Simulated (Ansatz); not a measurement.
CO2:
```yaml
crystal:
  lattice:
    - [4.27146, 0.00000, 0.00000]
    - [0.00000, 4.27146, 0.00000]
    - [0.00000, 0.00000, 4.61451]
  atoms:
    - { symbol: C, position: [0.50000, 0.50000, 0.50000] }
    - { symbol: C, position: [0.00000, 0.00000, 0.00000] }
    - { symbol: O, position: [0.30797, 0.69203, 0.50000] }
    - { symbol: O, position: [0.69203, 0.30797, 0.50000] }
    - { symbol: O, position: [0.80797, 0.80797, 0.00000] }
    - { symbol: O, position: [0.19203, 0.19203, 0.00000] }
```

Relaxed with r²SCAN+D4. The program Ansatz at the r²SCAN+D4 level (PAW) gives a gap of 7.29 eV.

### Question
What gap does HSE06 give on the same cell (Ansatz, PAW)?

### Answer
8.42 eV, 1.13 eV more. The hybrid was solved on a coarser mesh and at special points; the gap given is the minimum over both.

```
k  v1 r²SCAN+D4  c1 r²SCAN+D4  v1 HSE06  c1 HSE06
-  ------------  ------------  --------  --------
Γ         -0.44          7.29     -0.46      8.42
Z         -0.45          8.76         …         …
M          0.00          9.14         …         …
A          0.00          8.57         …         …
R         -0.23          8.81         …         …
X         -0.45          8.95     -0.47     10.28
```

### Question
Top valence (v1) and lowest conduction level (c1) in eV from each method's valence maximum (which need not be a listed point): supply the withheld HSE06 values.

### Answer

- M, v1 HSE06: 0.00
- M, c1 HSE06: 10.49
- R, v1 HSE06: -0.24
- R, c1 HSE06: 10.14
- Z, v1 HSE06: -0.47
- Z, c1 HSE06: 9.99
- A, v1 HSE06: 0.00
- A, c1 HSE06: 9.85

Cost on shared cores: the r²SCAN+D4 run (SCF on a 7×7×6 mesh, then bands and DOS) roughly 50 core-seconds, the HSE06 run (SCF on 4×4×4, then a few points) roughly 80 core-seconds; the tasks are unlike.

Space group P4_2/mnm. The workflow started from a Materials Project entry (that database holds measured and hypothetical structures alike); the Crystallography Open Database copy checked does not list it. COD files the formula under space group No. 122, 205. The r²SCAN+D4 relaxation kept the symmetry of its start; whether a distortion lowers the energy is not shown. The substance is a gas or liquid at ambient conditions.

Potentials: the later of the program's two PAW sets.
